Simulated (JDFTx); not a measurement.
Reference run:

System: Pt(110) (Fm-3m bulk; lattice of mp-126, not re-optimised at this level), 1x1 cell of 5 atoms in 5 planes, area 10.99 Å² a face, 5.6 Å between the outermost planes in a cell 21.6 Å high; k mesh 6×8×1, Fermi width 0.01 Ha, no spin polarisation.

The reference is PBE, GBRV ultrasoft potentials, plane waves to 20/100 Ha; code: JDFTx (a modified build). Unrelaxed; liquid: CANDLE, water, 1 M NaF. The electron chemical potential μ is absolute (zero in the bulk liquid) and is turned into a potential by U = −μ/e − 4.44 V vs SHE, a convention. On the negative side CANDLE's cavity feels the periodic box, so those points shift with the cell height.

```
cell height  work function (eV)  U_pzc (V)  mean C below U_pzc (μF/cm²)  k states × plane waves  cycles, vacuum run  rough core time, vacuum run
-----------  ------------------  ---------  ---------------------------  ----------------------  ------------------  ---------------------------
13.6 Å                     5.29       0.56                40 over 0.5 V               20 × 4309                  14                        2 min
15.6 Å                     5.27       0.55                45 over 0.5 V               20 × 4943                  16                        2 min
17.6 Å                     5.27       0.55                47 over 0.5 V               20 × 5574                  17                        3 min
21.6 Å                     5.27       0.55                51 over 0.5 V               20 × 6845                  21                        8 min
29.6 Å                     5.27       0.55                51 over 0.5 V               20 × 9383                  26                        7 min
```

The work function stays within 0.02 eV over all these settings; capacitances repeat to about ±0.2 μF/cm². The times are rough (shared hosts); only ratios past two mean anything.
